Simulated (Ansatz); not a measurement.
A relaxation computed with Ansatz, from input to last step.

```yaml
crystal:
  lattice:
    - [-1.8983132719, 1.8983132719, 4.9807229412]
    - [1.8983132719, -1.8983132719, 4.9807229412]
    - [1.8983132719, 1.8983132719, -4.9807229412]
  atoms:
    - { symbol: Hf, position: [0.0, 0.0, 0.0] }
    - { symbol: Sc, position: [0.626, 0.626, 0.0] }
    - { symbol: Sc, position: [0.374, 0.374, 0.0] }
    - { symbol: O, position: [0.25, 0.75, 0.5] }
    - { symbol: O, position: [0.75, 0.25, 0.5] }
basis:
  ecutwfc: 420
kpoints:
  mp_grid: { grid: [6, 6, 6] }
hamiltonian:
  xc: pbe
scf:
  occupations: { method: gaussian, width: 0.1 }
  lower_state_search: "off"
output:
  forces: true
  stress: true
  eigenvalues: true
relax:
  adjacent_minimum: "off"
  f_tol: 0.04
  max_steps: 70
  cell: { stress_tol: 0.4 }
```

```bash
ansatz run input.yaml --threads 1 --pin off --max-ram 2560MiB --backend cpu --events-out ev --progress --plain --runs-dir out
```

The calculation used Ansatz, DFT PBE, scalar-relativistic, plane waves, PAW.

Of 19 frames 10 are shown, positions in Å and forces in eV/Å; the SCF threshold varies from step to step. Steps run on the plane waves of an earlier cell, with a Pulay correction in the pressure. The basis is chosen afresh for the last frame, the zero of the energies, and at times for earlier ones too; energy and pressure step there, also at an unchanged geometry. Here that happened at steps 10 (-63 meV/atom, 3.8 GPa), 15 (-12 meV/atom, 0.5 GPa); the frames before carry an error of that size. The mark taken_back stands on steps that the optimiser undid.

```xyz
5
Lattice="-1.8983 1.8983 4.9807 1.8983 -1.8983 4.9807 1.8983 1.8983 -4.9807" Properties=species:S:1:pos:R:3:forces:R:3 pbc="T T T" step=1 free_energy_over_end_meV_per_atom=720.67 pressure_GPa=5.64
Hf    0.0000    0.0000    0.0000    0.0000    0.0000    0.0000
Sc    0.0000    0.0000    6.2359    0.0000    0.0000    5.8484
Sc    0.0000    0.0000    3.7256    0.0000    0.0000   -5.8484
O     1.8983    0.0000    2.4904    0.0000    0.0000    0.0000
O     0.0000    1.8983    2.4904    0.0000    0.0000    0.0000
5
Lattice="-1.9219 1.9219 5.1730 1.9219 -1.9219 5.1730 1.9219 1.9219 -5.1730" Properties=species:S:1:pos:R:3:forces:R:3 pbc="T T T" step=3 free_energy_over_end_meV_per_atom=294.42 pressure_GPa=2.69
Hf    0.0000    0.0000    0.0000    0.0000    0.0000    0.0000
Sc    0.0000    0.0000    6.8230    0.0000    0.0000    0.4207
Sc    0.0000    0.0000    3.5231    0.0000    0.0000   -0.4207
O     1.9219    0.0000    2.5865    0.0000    0.0000    0.0000
O     0.0000    1.9219    2.5865    0.0000    0.0000    0.0000
5
Lattice="-1.8789 1.8789 5.6533 1.8789 -1.8789 5.6533 1.8789 1.8789 -5.6533" Properties=species:S:1:pos:R:3:forces:R:3 pbc="T T T" step=5 free_energy_over_end_meV_per_atom=205.96 pressure_GPa=2.38
Hf    0.0000    0.0000    0.0000    0.0000    0.0000    0.0000
Sc    0.0000    0.0000    7.5594    0.0000    0.0000   -0.0733
Sc    0.0000    0.0000    3.7473    0.0000    0.0000    0.0733
O     1.8789    0.0000    2.8267    0.0000    0.0000    0.0000
O     0.0000    1.8789    2.8267    0.0000    0.0000    0.0000
5
Lattice="-1.8242 1.8242 6.1428 1.8242 -1.8242 6.1428 1.8242 1.8242 -6.1428" Properties=species:S:1:pos:R:3:forces:R:3 pbc="T T T" step=7 free_energy_over_end_meV_per_atom=147.75 pressure_GPa=2.61
Hf    0.0000    0.0000    0.0000    0.0000    0.0000    0.0000
Sc    0.0000    0.0000    8.2718    0.0000    0.0000   -0.3702
Sc    0.0000    0.0000    4.0137    0.0000    0.0000    0.3702
O     1.8242    0.0000    3.0714    0.0000    0.0000    0.0000
O     0.0000    1.8242    3.0714    0.0000    0.0000    0.0000
5
Lattice="-1.8207 1.8207 6.2414 1.8207 -1.8207 6.2414 1.8207 1.8207 -6.2414" Properties=species:S:1:pos:R:3:forces:R:3 pbc="T T T" step=9 free_energy_over_end_meV_per_atom=143.70 pressure_GPa=0.22
Hf    0.0000    0.0000    0.0000    0.0000    0.0000    0.0000
Sc    0.0000    0.0000    8.3921    0.0000    0.0000    0.0159
Sc    0.0000    0.0000    4.0907    0.0000    0.0000   -0.0159
O     1.8207    0.0000    3.1207    0.0000    0.0000    0.0000
O     0.0000    1.8207    3.1207    0.0000    0.0000    0.0000
5
Lattice="-1.8098 1.8098 6.4904 1.8098 -1.8098 6.4904 1.8098 1.8098 -6.4904" Properties=species:S:1:pos:R:3:forces:R:3 pbc="T T T" step=11 free_energy_over_end_meV_per_atom=46.97 pressure_GPa=2.92
Hf    0.0000    0.0000    0.0000    0.0000    0.0000    0.0000
Sc    0.0000    0.0000    8.7536    0.0000    0.0000    0.0125
Sc    0.0000    0.0000    4.2273    0.0000    0.0000   -0.0125
O     1.8098    0.0000    3.2452    0.0000    0.0000    0.0000
O     0.0000    1.8098    3.2452    0.0000    0.0000    0.0000
5
Lattice="-1.7891 1.7891 6.9775 1.7891 -1.7891 6.9775 1.7891 1.7891 -6.9775" Properties=species:S:1:pos:R:3:forces:R:3 pbc="T T T" step=13 free_energy_over_end_meV_per_atom=14.76 pressure_GPa=0.55
Hf    0.0000    0.0000    0.0000    0.0000    0.0000    0.0000
Sc    0.0000    0.0000    9.4539    0.0000    0.0000   -0.0082
Sc    0.0000    0.0000    4.5012    0.0000    0.0000    0.0082
O     1.7891    0.0000    3.4888    0.0000    0.0000    0.0000
O     0.0000    1.7891    3.4888    0.0000    0.0000    0.0000
5
Lattice="-1.7850 1.7850 7.0973 1.7850 -1.7850 7.0973 1.7850 1.7850 -7.0973" Properties=species:S:1:pos:R:3:forces:R:3 pbc="T T T" step=15 free_energy_over_end_meV_per_atom=1.97 pressure_GPa=0.40
Hf    0.0000    0.0000    0.0000    0.0000    0.0000    0.0000
Sc    0.0000    0.0000    9.6263    0.0000    0.0000    0.0059
Sc    0.0000    0.0000    4.5683    0.0000    0.0000   -0.0059
O     1.7850    0.0000    3.5486    0.0000    0.0000    0.0000
O     0.0000    1.7850    3.5486    0.0000    0.0000    0.0000
5
Lattice="-1.7784 1.7784 7.2387 1.7784 -1.7784 7.2387 1.7784 1.7784 -7.2387" Properties=species:S:1:pos:R:3:forces:R:3 pbc="T T T" step=17 free_energy_over_end_meV_per_atom=0.59 pressure_GPa=-0.28 taken_back
Hf    0.0000    0.0000    0.0000    0.0000    0.0000    0.0000
Sc    0.0000    0.0000    9.8238    0.0000    0.0000    0.0985
Sc    0.0000    0.0000    4.6537    0.0000    0.0000   -0.0985
O     1.7784    0.0000    3.6194    0.0000    0.0000    0.0000
O     0.0000    1.7784    3.6194    0.0000    0.0000    0.0000
5
Lattice="-1.7785 1.7785 7.2323 1.7785 -1.7785 7.2323 1.7785 1.7785 -7.2323" Properties=species:S:1:pos:R:3:forces:R:3 pbc="T T T" step=19 free_energy_over_end_meV_per_atom=0.00 pressure_GPa=0.02
Hf    0.0000    0.0000    0.0000    0.0000    0.0000    0.0000
Sc    0.0000    0.0000    9.8196    0.0000    0.0000   -0.0051
Sc    0.0000    0.0000    4.6449    0.0000    0.0000    0.0051
O     1.7785    0.0000    3.6161    0.0000    0.0000    0.0000
O     0.0000    1.7785    3.6161    0.0000    0.0000    0.0000
```

The start puts this composition into another compound's structure type, which needn't suit it. At the end the space group is I4/mmm (tolerance 0.05 Å).

Time: 2.1 min on 1 thread of Arm Neoverse V1, with other jobs on the host, peak memory 0.41 GiB.

The k mesh is coarse. Spin–orbit coupling is left out, which can shift energies with elements as heavy as these.